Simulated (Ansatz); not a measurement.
HfSiO4:
```cif
data_Hf2O8Si2
_chemical_formula_sum 'O8 Si2 Hf2'
_space_group_name_H-M_alt 'P 1'
_space_group_IT_number 1
_cell_length_a 5.52952
_cell_length_b 5.52952
_cell_length_c 5.52952
_cell_angle_alpha 106.950
_cell_angle_beta 106.950
_cell_angle_gamma 114.641
loop_
_space_group_symop_operation_xyz
  'x, y, z'
loop_
_atom_site_label
_atom_site_type_symbol
_atom_site_fract_x
_atom_site_fract_y
_atom_site_fract_z
_atom_site_occupancy
O1 O 0.13525 0.31988 0.81537 1
O2 O 0.61475 0.93012 0.68463 1
O3 O 0.24549 0.93012 0.31537 1
O4 O 0.50451 0.31988 0.18463 1
O5 O 0.68012 0.86475 0.18463 1
O6 O 0.06988 0.75451 0.68463 1
O7 O 0.06988 0.38525 0.31537 1
O8 O 0.68012 0.49549 0.81537 1
Si1 Si 0.50000 0.50000 0.00000 1
Si2 Si 0.25000 0.75000 0.50000 1
Hf1 Hf 0.75000 0.25000 0.50000 1
Hf2 Hf 0.00000 0.00000 0.00000 1
```

Relaxed with r²SCAN.

**Question.** Which orbitals make up the states near the band edges in the program Ansatz at the r²SCAN level (PAW)?

**Answer.** Top 1 eV of the valence band: O 2p 96 %. Bottom 1 eV of the conduction band: Hf 5d 79 %, O 2p 10 %. Projections are on Löwdin-orthogonalised atomic valence shells; empty p or d shells of many metals are not among them.

**Question.** Tabulate the density of states.

**Answer.** States/eV per cell of 12 atoms, in 0.25 eV bins, energy from the valence-band maximum.

```
E (eV)  total   O 2p  Hf 5d  Si 3p
------  -----  -----  -----  -----
-7.85    0.00   0.00   0.00   0.00
-7.60    0.27   0.18   0.02   0.00
-7.35    1.16   0.77   0.11   0.01
-7.10    3.26   2.16   0.33   0.03
-6.85    2.15   1.43   0.19   0.03
-6.60    1.82   1.22   0.14   0.02
-6.35    2.13   1.44   0.14   0.03
-6.10    3.98   2.72   0.19   0.05
-5.85    1.60   1.11   0.08   0.05
-5.60    2.37   1.71   0.21   0.21
-5.35    7.38   5.37   0.69   0.70
-5.10    7.52   5.50   0.74   0.72
-4.85    4.00   2.96   0.42   0.39
-4.60    8.71   6.66   0.77   0.77
-4.35    4.95   3.79   0.44   0.41
-4.10    4.34   3.28   0.45   0.35
-3.85    6.98   5.42   0.71   0.50
-3.60    8.87   7.22   0.77   0.42
-3.35    7.12   5.83   0.55   0.32
-3.10    8.36   6.83   0.72   0.36
-2.85    8.60   7.10   0.89   0.23
-2.60    6.99   5.92   0.68   0.12
-2.35    9.11   7.88   0.80   0.09
-2.10    9.91   8.65   0.77   0.12
-1.85    8.38   7.51   0.48   0.09
-1.60    7.25   6.59   0.37   0.08
-1.35    9.87   9.06   0.38   0.15
-1.10   12.45  11.62   0.37   0.15
-0.85   13.46  12.72   0.36   0.08
-0.60    9.79   9.40   0.17   0.04
-0.35    7.50   7.29   0.08   0.02
-0.10    1.73   1.70   0.01   0.00
0.15     0.00   0.00   0.00   0.00
0.40     0.00   0.00   0.00   0.00
0.65     0.00   0.00   0.00   0.00
0.90     0.00   0.00   0.00   0.00
1.15     0.00   0.00   0.00   0.00
1.40     0.00   0.00   0.00   0.00
1.65     0.00   0.00   0.00   0.00
1.90     0.00   0.00   0.00   0.00
2.15     0.00   0.00   0.00   0.00
2.40     0.00   0.00   0.00   0.00
2.65     0.00   0.00   0.00   0.00
2.90     0.00   0.00   0.00   0.00
3.15     0.00   0.00   0.00   0.00
3.40     0.00   0.00   0.00   0.00
3.65     0.00   0.00   0.00   0.00
3.90     0.00   0.00   0.00   0.00
4.15     0.00   0.00   0.00   0.00
4.40     0.00   0.00   0.00   0.00
4.65     0.00   0.00   0.00   0.00
4.90     0.00   0.00   0.00   0.00
5.15     0.00   0.00   0.00   0.00
5.40     0.00   0.00   0.00   0.00
5.65     0.00   0.00   0.00   0.00
5.90     0.27   0.02   0.22   0.02
6.15     7.02   0.53   5.71   0.45
6.40     6.22   0.72   4.89   0.32
6.65     2.49   0.34   1.88   0.07
6.90     4.09   0.33   3.11   0.11
7.15    10.45   0.88   7.88   0.32
7.40     6.89   0.60   4.83   0.32
7.65     5.66   0.58   3.70   0.33
7.90     5.73   0.62   3.70   0.23
8.15     4.00   0.58   2.19   0.35
8.40     6.71   1.06   3.95   0.43
8.65     6.95   1.22   4.20   0.31
8.90     3.36   0.51   1.75   0.16
9.15     2.15   0.26   0.90   0.18
9.40     2.61   0.31   1.17   0.24
9.65     3.98   0.56   2.03   0.35
9.90     3.68   0.60   1.52   0.40
10.15    3.72   0.63   1.21   0.71
10.40    7.69   1.46   1.50   2.64
10.65    6.69   1.44   1.19   2.46
```

Space group I4_1/amd. The cell was relaxed with r²SCAN under the symmetry of its start. No spin polarisation was allowed. Spin–orbit coupling is left out wherever it is not named.

Potentials: the later of the program's two PAW sets.
